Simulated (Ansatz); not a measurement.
SnSe2 (CdI2 type)

```
CELL_PARAMETERS angstrom
      3.83990     0.00000     0.00000
     -1.91995     3.32545     0.00000
      0.00000     0.00000     6.00885
ATOMIC_POSITIONS crystal
  Sn 0.00000 0.00000 0.00000
  Se 0.33333 0.66667 0.26521
  Se 0.66667 0.33333 0.73479
```

Equation-of-state scan: isotropic scaling of the cell above, V₀ being its volume. The atoms relax within the cell's symmetry.

Calculation: PBE-D3(BJ) (plane waves to 420 eV, PAW, scalar-relativistic; Ansatz, a quantum-chemistry and plane-wave program). k mesh 10×10×6 (Γ-centred), Fermi-Dirac smearing 0.05 eV. E stands for the smeared free energy. Compression counts positive. With the shape held, the modulus is that of even scaling; a crystal free to change shape is softer. SnSe2 was relaxed with its symmetry unable to fall. ΔE is measured from the relaxed starting cell.

The scan covers V/V₀ from 0.840 to 1.160 in 11 points.

What is the fitted pressure derivative B₀′?

5.0.

What bulk modulus at fixed cell shape B₀ follows from a third-order Birch-Murnaghan fit?

40.4 GPa.

(A scan under strain: stresses follow from slopes of the energy per volume, elastic moduli from its curvatures.)
